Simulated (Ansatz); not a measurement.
Input:

BaTe:
```
CELL_PARAMETERS angstrom
      0.00000     3.43319     3.43319
      3.43319     0.00000     3.43319
      3.43319     3.43319     0.00000
ATOMIC_POSITIONS crystal
  Ba 0.00000 0.00000 0.00000
  Te 0.50000 0.50000 0.50000
```

This is the LDA-relaxed structure.

Task: All from the program Ansatz at the LDA level (PAW), unless another level is named. Give the Hill bulk and shear moduli.

Result: 35.3 and 19.1 GPa.

Task: Next, the elastic constants (relaxed ions, GPa)?

Result: C11 = 87.6, C12 = 9.2, C44 = 11.3.

Space group Fm-3m (rock salt). Symmetry was held in the LDA relaxation; of distortions, only those at the zone centre were tested. Scalar-relativistic: spin–orbit coupling is off unless named, which matters more the heavier the elements.

Potentials: the later of the program's two PAW sets.
